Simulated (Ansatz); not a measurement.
GaN:
Space group F-43m (No. 216); a = 4.4552 Å, b = 4.4552 Å, c = 4.4552 Å, α = 90.00°, β = 90.00°, γ = 90.00°

```json
[
 {"atom": "Ga", "site": "4a", "symmetry": "-43m", "x": "0.0000", "y": "0.0000", "z": "0.0000"},
 {"atom": "N", "site": "4d", "symmetry": "-43m", "x": "0.7500", "y": "0.7500", "z": "0.7500"}
]
```
(The calculation used a cell of 2 atoms; values per cell refer to that cell.)

Relaxed with LDA.

Question: Decompose the optical modes at the zone centre into irreducible representations, and say which are infrared and Raman allowed.

Answer: Point group -43m: Γ_opt = T2. Infrared: T2. Raman: T2.

Question: Assign frequencies (DFPT, LDA in the plane-wave PAW code Ansatz; without the LO–TO term).

Answer: T2 553 cm⁻¹.

Symmetry was held in the LDA relaxation; phonons on a q-mesh show no instability.

Potentials: the earlier of the program's two PAW sets.
